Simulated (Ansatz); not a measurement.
ScSnO$_{4}$: reading a single point

```
CELL_PARAMETERS angstrom
0.00000 5.10139 0.00000
5.10139 0.00000 0.00000
2.55069 2.55069 -5.63220
ATOMIC_POSITIONS crystal
Sn 0.00000 0.00000 0.00000
Sn 0.75000 0.25000 0.50000
Sc 0.50000 0.50000 0.00000
Sc 0.25000 0.75000 0.50000
O 0.19000 0.35000 0.84000
O 0.10000 0.22000 0.34000
O 0.97000 0.81000 0.84000
O 0.56000 0.44000 0.34000
O 0.56000 0.90000 0.66000
O 0.65000 0.03000 0.16000
O 0.78000 0.44000 0.66000
O 0.19000 0.81000 0.16000
```

Level: r2SCAN, no spin polarisation; 500 eV; 6×6×6 Γ-centred mesh; gaussian occupations (width 0.0177 eV); Ansatz 0.2.0, fixed geometry.

Q: How is the charge shared?

A: Bader charges in e: Sc +2.22, Sn +2.64, O -1.21. In the mean Sn gives up most and O takes most.

Q: What do density and ELF say about some of the short contacts?

A: Sn–O at 1.74 Å: least valence density 1.31 e/Å³ and ELF 0.25 there. Sc–O at 2.31 Å: least valence density 0.29 e/Å³ and ELF 0.13 there. These are pseudo-fields; inside the PAW spheres they differ from the all-electron ones.

Q: Is the cell too large or too small?

A: The pressure is 31.5 GPa (compression positive), so with the atoms held at these fractions the cell would first expand; the forces are large, so a full relaxation may end otherwise. The principal stresses 15.9, 39.3, 39.3 GPa differ, so its shape would change too.

Q: What happens at the Fermi level?

A: It is a metal, with about 10 states/eV a cell as the mean within 0.25 eV of the Fermi level, mostly O p (95 %).

Q: Where is the largest force?

A: The largest is on O7 (and as large on other atoms): 10.12 eV/Å, components (-7.70, -3.86, 5.32). It makes 176° with the line to a nearest neighbour, Sn1 at 1.74 Å, pointing away from it.

Origin: a known structure type with other elements, at an estimated volume, so it need not be a known compound. Caveats: many states at the Fermi level without spin polarisation, so a magnetic state may lie lower; atoms or cell far from equilibrium.
